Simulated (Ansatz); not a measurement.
Starting structure of a cell relaxation (symmetry kept):

```cif
data_structure
_symmetry_space_group_name_H-M 'P-3m1'
_symmetry_Int_Tables_number 164
_cell_length_a 3.8633
_cell_length_b 3.8633
_cell_length_c 6.1996
_cell_angle_alpha 90.000
_cell_angle_beta 90.000
_cell_angle_gamma 120.000
_cell_volume 80.13
loop_
_atom_site_label
_atom_site_type_symbol
_atom_site_symmetry_multiplicity
_atom_site_Wyckoff_symbol
_atom_site_fract_x
_atom_site_fract_y
_atom_site_fract_z
_atom_site_occupancy
Cr1 Cr 1 b 0.00000 0.00000 0.50000 1
Te1 Te 2 d 0.33333 0.66667 0.25212 1
```

Computed with DFT r2SCAN, scalar-relativistic, plane waves, PAW (Ansatz 0.2.0).

Plane waves to 500 eV, a k mesh through Γ of 12×12×8 on the computed 3-atom cell and Gaussian smearing (0.10 eV); collinear spin from starting moments 3.31 -0.18 -0.18 μB.

Task: What does it relax to?

Result: The volume increases by 0.15 Å³/atom to 26.86 Å³/atom, and the energy falls by 0.2 meV/atom. The cell ends with a moment of 2.59 μB (only this magnetic start was tried). Final structure:
```
Cr Te
1.0
     3.85726    0.00000    0.00000
    -1.92863    3.34048    0.00000
     0.00000    0.00000    6.25354
Cr Te
1 2
Direct
  0.00000 0.00000 0.50000
  0.33333 0.66667 0.25353
  0.66667 0.33333 0.74647
```

The state reached may not be the lowest one. Spin-orbit coupling is left out, which matters for the bands of heavy elements. The cell holds one magnetic atom, so it can only be ferromagnetic; an antiferromagnetic order may lie lower.

Cost: 1 run of about 12 core-minutes, on Arm Neoverse V1 (shared hosts).